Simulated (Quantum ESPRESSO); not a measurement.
Si3FO4N, one run as intended and one with a planted mistake

A calculation, not a measurement. The program is pw.x of Quantum ESPRESSO 7.5 (plane-wave density functional theory). The cell is made up: 9 atoms on a quartz lattice, with randomly drawn elements, strain and displacements, not relaxed. PseudoDojo standard norm-conserving files (v0.5 for PBE, v0.4.1 for LDA and PBEsol) set the functional; there is no spin polarisation, spin-orbit coupling or dispersion term, and the masses in the input are unused placeholders.

Intended input:

```
&control calculation='scf', pseudo_dir='./dojo.nc.sr.pbe.v0_5.standard.upf', outdir='./o', disk_io='medium', tprnfor=.true., tstress=.true. /
&system ibrav=0, nat=9, ntyp=4, nbnd=30, ecutwfc=84.00895049, nosym=.true., tot_charge=0,
 occupations='smearing', smearing='fd', degauss=0.0018374661
/
&electrons conv_thr=7.350e-09, electron_maxstep=60, /
ATOMIC_SPECIES
F 1.0 F.upf
N 1.0 N.upf
O 1.0 O.upf
Si 1.0 Si.upf
CELL_PARAMETERS angstrom
4.9103 -0.0476 -0.0117
-2.4964 4.2724 0.0122
-0.0129 0.0081 5.3822
ATOMIC_POSITIONS angstrom
Si 2.3049 -0.0042 3.4424
Si -1.2499 1.9053 1.9204
Si 1.2299 2.3045 -0.001
F 1.217 1.1491 4.1154
O 3.2859 0.4955 2.5167
O 2.8463 2.4468 0.6379
N 0.1055 1.7285 1.3205
O -1.0982 3.1388 2.9754
O 0.8758 3.639 4.7849
K_POINTS automatic
5 5 4 1 1 1
```

The log is shortened where brackets say so; the opening notice, blank lines, dates and the lines on written files are dropped, and the path of the files is cut. It prints rydbergs, bohrs and kilobars, and counts compression as positive stress. Where no state is partly filled, the Fermi energy that it prints is only some level between the filled and the empty states on the mesh, and need not lie in the true gap.

Log of the intended run:

```
     Program PWSCF v.7.5
     Parallel version (MPI & OpenMP), running on       1 processor cores
     Number of MPI processes:                 1
     Threads/MPI process:                     1
     [start-up lines left out]
     bravais-lattice index     =            0
     lattice parameter (alat)  =       9.2796  a.u.
     unit-cell volume          =     757.6454 (a.u.)^3
     number of atoms/cell      =            9
     number of atomic types    =            4
     number of electrons       =        48.00
     number of Kohn-Sham states=           30
     kinetic-energy cutoff     =      84.0090  Ry
     charge density cutoff     =     336.0358  Ry
     scf convergence threshold =      7.3E-09
     mixing beta               =       0.7000
     number of iterations used =            8  plain     mixing
     Exchange-correlation= PBE
                           (   1   4   3   4   0   0   0)
     [axes and pseudopotential details left out]
   Cartesian axes
     site n.     atom                  positions (alat units)
         1        Si     tau(   1) = (   0.4693777  -0.0008553   0.7010220  )
         2        Si     tau(   2) = (  -0.2545339   0.3880018   0.3910768  )
         3        Si     tau(   3) = (   0.2504610   0.4692962  -0.0002036  )
         4        F      tau(   4) = (   0.2478340   0.2340066   0.8380740  )
         5        O      tau(   5) = (   0.6691518   0.1009053   0.5125093  )
         6        O      tau(   6) = (   0.5796302   0.4982747   0.1299041  )
         7        N      tau(   7) = (   0.0214844   0.3519976   0.2689111  )
         8        O      tau(   8) = (  -0.2236412   0.6391959   0.6059206  )
         9        O      tau(   9) = (   0.1783509   0.7410583   0.9744133  )
     number of k points=    50  Fermi-Dirac smearing, width (Ry)=  0.0018
                       cart. coord. in units 2pi/alat
        k(    1) = (   0.1019653   0.1741900   0.1140282), wk =   0.0400000
        k(    2) = (   0.1025055   0.1738543   0.3421219), wk =   0.0400000
     [further k points left out]
     Dense  grid:    78791 G-vectors     FFT dimensions: (  60,  60,  60)
     Estimated max dynamical RAM per process >     102.56 MB
     Initial potential from superposition of free atoms
     starting charge      47.9981, renormalised to      48.0000
     Starting wfcs are   36 randomized atomic wfcs
     total cpu time spent up to now is       15.2 secs
     per-process dynamical memory:    80.3 Mb
     Self-consistent Calculation
     iteration #  1     ecut=    84.01 Ry     beta= 0.70
     Davidson diagonalization with overlap
     ethr =  1.00E-02,  avg # of iterations =  3.0
     total cpu time spent up to now is       41.0 secs
     total energy              =    -226.79018620 Ry
     estimated scf accuracy    <       3.03375083 Ry
     iteration #  2     ecut=    84.01 Ry     beta= 0.70
     Davidson diagonalization with overlap
     ethr =  6.32E-03,  avg # of iterations =  3.2
     total cpu time spent up to now is       63.3 secs
     total energy              =    -227.01476276 Ry
     estimated scf accuracy    <       4.20968293 Ry
     [iterations 3 to 10 left out]
     iteration # 11     ecut=    84.01 Ry     beta= 0.70
     Davidson diagonalization with overlap
     ethr =  1.75E-10,  avg # of iterations =  3.5
     total cpu time spent up to now is      293.2 secs
     total energy              =    -228.07806080 Ry
     estimated scf accuracy    <       0.00000001 Ry
     iteration # 12     ecut=    84.01 Ry     beta= 0.70
     Davidson diagonalization with overlap
     ethr =  2.12E-11,  avg # of iterations =  2.0
     total cpu time spent up to now is      327.0 secs
     End of self-consistent calculation
     [lines on levels left out]
     the Fermi energy is     6.3680 ev
!    total energy              =    -228.07806081 Ry
     estimated scf accuracy    <          1.2E-09 Ry
     smearing contrib. (-TS)   =      -0.00000000 Ry
     internal energy E=F+TS    =    -228.07806081 Ry
     The total energy is F=E-TS. E is the sum of the following terms:
     one-electron contribution =    -103.63525948 Ry
     hartree contribution      =      77.90926697 Ry
     xc contribution           =     -61.12901891 Ry
     ewald contribution        =    -141.22304940 Ry
     convergence has been achieved in  12 iterations
     Forces acting on atoms (cartesian axes, Ry/au):
     atom    1 type  4   force =    -0.10279332   -0.18609571    0.30669623
     atom    2 type  4   force =    -0.06370188    0.16701918   -0.08853736
     atom    3 type  4   force =    -0.00876593   -0.15005978    0.38706753
     atom    4 type  1   force =     0.02904979   -0.02734523   -0.02124139
     atom    5 type  3   force =     0.11193457    0.03517288   -0.11311733
     atom    6 type  3   force =    -0.18532973   -0.01185643   -0.08672207
     atom    7 type  2   force =     0.46157070   -0.02059969   -0.24803168
     atom    8 type  3   force =    -0.11364994   -0.03263305    0.05576319
     atom    9 type  3   force =    -0.12831426    0.22639784   -0.19187711
     Total force =     0.904821     Total SCF correction =     0.000040
     Computing stress (Cartesian axis) and pressure
          total   stress  (Ry/bohr**3)                   (kbar)     P=      190.10
   0.00133783   0.00028445  -0.00098692          196.80       41.84     -145.18
   0.00028445   0.00176399  -0.00036773           41.84      259.49      -54.10
  -0.00098692  -0.00036773   0.00077505         -145.18      -54.10      114.01
     init_run     :     12.33s CPU     15.09s WALL (       1 calls)
     electrons    :    287.35s CPU    311.79s WALL (       1 calls)
     forces       :      6.33s CPU      6.45s WALL (       1 calls)
     stress       :     22.86s CPU     22.97s WALL (       1 calls)
     [timing details left out]
     PWSCF        :   5m29.15s CPU   5m57.11s WALL
     JOB DONE.
```

A second run has one planted mistake: the files are those of another functional. The input lines that differ, file-writing options aside:

```
- &control calculation='scf', pseudo_dir='./dojo.nc.sr.pbe.v0_5.standard.upf', outdir='./o', disk_io='medium', tprnfor=.true., tstress=.true. /
+ &control calculation='scf', pseudo_dir='./dojo.nc.sr.lda.v0_4_1.standard.upf', outdir='./o', disk_io='medium', tprnfor=.true., tstress=.true. /
```

Its log:

```
     Program PWSCF v.7.5
     Parallel version (MPI & OpenMP), running on       1 processor cores
     Number of MPI processes:                 1
     Threads/MPI process:                     1
     [start-up lines left out]
     bravais-lattice index     =            0
     lattice parameter (alat)  =       9.2796  a.u.
     unit-cell volume          =     757.6454 (a.u.)^3
     number of atoms/cell      =            9
     number of atomic types    =            4
     number of electrons       =        48.00
     number of Kohn-Sham states=           30
     kinetic-energy cutoff     =      84.0090  Ry
     charge density cutoff     =     336.0358  Ry
     scf convergence threshold =      7.3E-09
     mixing beta               =       0.7000
     number of iterations used =            8  plain     mixing
     Exchange-correlation= SLA  PW   NOGX NOGC
                           (   1   4   0   0   0   0   0)
     [axes and pseudopotential details left out]
   Cartesian axes
     site n.     atom                  positions (alat units)
         1        Si     tau(   1) = (   0.4693777  -0.0008553   0.7010220  )
         2        Si     tau(   2) = (  -0.2545339   0.3880018   0.3910768  )
         3        Si     tau(   3) = (   0.2504610   0.4692962  -0.0002036  )
         4        F      tau(   4) = (   0.2478340   0.2340066   0.8380740  )
         5        O      tau(   5) = (   0.6691518   0.1009053   0.5125093  )
         6        O      tau(   6) = (   0.5796302   0.4982747   0.1299041  )
         7        N      tau(   7) = (   0.0214844   0.3519976   0.2689111  )
         8        O      tau(   8) = (  -0.2236412   0.6391959   0.6059206  )
         9        O      tau(   9) = (   0.1783509   0.7410583   0.9744133  )
     number of k points=    50  Fermi-Dirac smearing, width (Ry)=  0.0018
                       cart. coord. in units 2pi/alat
        k(    1) = (   0.1019653   0.1741900   0.1140282), wk =   0.0400000
        k(    2) = (   0.1025055   0.1738543   0.3421219), wk =   0.0400000
     [further k points left out]
     Dense  grid:    78791 G-vectors     FFT dimensions: (  60,  60,  60)
     Estimated max dynamical RAM per process >     102.56 MB
     Initial potential from superposition of free atoms
     starting charge      47.9983, renormalised to      48.0000
     Starting wfcs are   36 randomized atomic wfcs
     total cpu time spent up to now is       13.7 secs
     per-process dynamical memory:    80.3 Mb
     Self-consistent Calculation
     iteration #  1     ecut=    84.01 Ry     beta= 0.70
     Davidson diagonalization with overlap
     ethr =  1.00E-02,  avg # of iterations =  3.0
     total cpu time spent up to now is       44.0 secs
     total energy              =    -226.63917957 Ry
     estimated scf accuracy    <       2.99510865 Ry
     iteration #  2     ecut=    84.01 Ry     beta= 0.70
     Davidson diagonalization with overlap
     ethr =  6.24E-03,  avg # of iterations =  3.2
     total cpu time spent up to now is       72.8 secs
     total energy              =    -226.80842986 Ry
     estimated scf accuracy    <       4.59134312 Ry
     [iterations 3 to 10 left out]
     iteration # 11     ecut=    84.01 Ry     beta= 0.70
     Davidson diagonalization with overlap
     ethr =  1.51E-10,  avg # of iterations =  3.2
     total cpu time spent up to now is      381.2 secs
     total energy              =    -227.94967550 Ry
     estimated scf accuracy    <       0.00000002 Ry
     iteration # 12     ecut=    84.01 Ry     beta= 0.70
     Davidson diagonalization with overlap
     ethr =  3.45E-11,  avg # of iterations =  2.2
     total cpu time spent up to now is      413.0 secs
     End of self-consistent calculation
     [lines on levels left out]
     the Fermi energy is     5.8971 ev
!    total energy              =    -227.94967550 Ry
     estimated scf accuracy    <          1.5E-09 Ry
     smearing contrib. (-TS)   =      -0.00000000 Ry
     internal energy E=F+TS    =    -227.94967550 Ry
     The total energy is F=E-TS. E is the sum of the following terms:
     one-electron contribution =    -103.66998376 Ry
     hartree contribution      =      77.16303099 Ry
     xc contribution           =     -60.21967334 Ry
     ewald contribution        =    -141.22304940 Ry
     convergence has been achieved in  12 iterations
     Forces acting on atoms (cartesian axes, Ry/au):
     atom    1 type  4   force =    -0.09626632   -0.18389410    0.28657326
     atom    2 type  4   force =    -0.05565909    0.16111936   -0.08952627
     atom    3 type  4   force =    -0.00703972   -0.13448313    0.37085351
     atom    4 type  1   force =     0.03894367   -0.02591917   -0.01575849
     atom    5 type  3   force =     0.09232153    0.04502433   -0.09801545
     atom    6 type  3   force =    -0.18550378   -0.02193937   -0.07398448
     atom    7 type  2   force =     0.43596287   -0.01142853   -0.24152375
     atom    8 type  3   force =    -0.09510655   -0.02767803    0.04931544
     atom    9 type  3   force =    -0.12765260    0.19919865   -0.18793376
     Total force =     0.856140     Total SCF correction =     0.000048
     Computing stress (Cartesian axis) and pressure
          total   stress  (Ry/bohr**3)                   (kbar)     P=      101.31
   0.00073892   0.00025459  -0.00095540          108.70       37.45     -140.54
   0.00025459   0.00112497  -0.00033401           37.45      165.49      -49.13
  -0.00095540  -0.00033401   0.00020209         -140.54      -49.13       29.73
     init_run     :     13.37s CPU     13.60s WALL (       1 calls)
     electrons    :    375.60s CPU    399.29s WALL (       1 calls)
     forces       :      5.29s CPU      5.36s WALL (       1 calls)
     stress       :     17.66s CPU     17.77s WALL (       1 calls)
     [timing details left out]
     PWSCF        :   6m52.16s CPU   7m16.87s WALL
     JOB DONE.
```

```
                                            intended run  run with the mistake
                          free energy (eV)     -3103.160             -3101.413
                    smearing term -TS (eV)        0.0000                0.0000
                            pressure (GPa)         19.01                 10.13
            largest force component (eV/Å)        11.867                11.209
largest change of a force component (eV/Å)                               0.699
                                iterations            12                    12
```

For scale, a rerun of the intended cell at a cutoff of 1437 eV and k mesh 7 x 7 x 6 moved values by no more than 0.002 eV in energy, 0.02 GPa in stress and 0.002 eV/Å in force. Files of another functional have another zero of energy, so the energy change says nothing on stability.